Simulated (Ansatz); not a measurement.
GaN:
```xyz
8
Lattice="5.4705 0.0000 0.0000 0.0000 5.4705 0.0000 0.0000 0.0000 3.1833" Properties=species:S:1:pos:R:3 pbc="T T T"
Ga     1.7538     3.7167     0.0000
Ga     3.7167     1.7538     0.0000
Ga     4.4891     4.4891     1.5917
Ga     0.9814     0.9814     1.5917
N      1.7369     1.7369     0.0000
N      3.7336     3.7336     0.0000
N      0.9983     4.4722     1.5917
N      4.4722     0.9983     1.5917
```

Relaxed with PBEsol.

Task: Decompose the optical modes at the zone centre into irreducible representations, and say which are infrared and Raman allowed.

Result: Point group 4/mmm: Γ_opt = 2A1g + 2A2g + A2u + 2B1g + 2B1u + 2B2g + 2Eg + 3Eu. Infrared: A2u, Eu. Raman: A1g, B1g, B2g, Eg.

Task: Assign frequencies (DFPT, PBEsol in the plane-wave PAW code Ansatz; without the LO–TO term).

Result: B1g 77, Eg 125, B1u 190, A2g 219, A1g 229, Eu 281, B2g 346, B1g 386, Eu 483, A2g 571, Eg 601, A2u 605, Eu 626, B1u 644, A1g 656, B2g 729 cm⁻¹.

Subscripts of B labels follow the axes of the standard setting.

Space group P4_2/mnm. The start of the workflow was typed in or built on a structure type; neither database checked (COD, Materials Project) lists it. It is not the phase usual at ambient conditions (space group No. 186, 216). The cell was relaxed with PBEsol under the symmetry of its start; whether a distortion lowers the energy is not shown.

Potentials: the earlier of the program's two PAW sets. The files were generated under PBE; for other functionals the program regenerates the frozen cores, and for LDA and PBEsol the local potential too.
